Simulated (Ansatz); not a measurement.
An element in the sc structure gives these cold pressures by all-electron LAPW under PBEsol (Ansatz 0.2.0, scalar-relativistic, no spin polarisation).

```csv
V (Å³/atom),P (GPa)
19.55,-0.01
17.60,18.67
15.64,54.9
13.69,126.4
11.73,273.7
9.78,594.6
7.82,1363
```

Q: Which element is it?

A: Au. Its zero-pressure volume in this structure is near 19.6 Å³/atom; the volume and the steepness of P(V) together point to it, though neighbours can come close. Other candidates weren't computed, and some may come near.
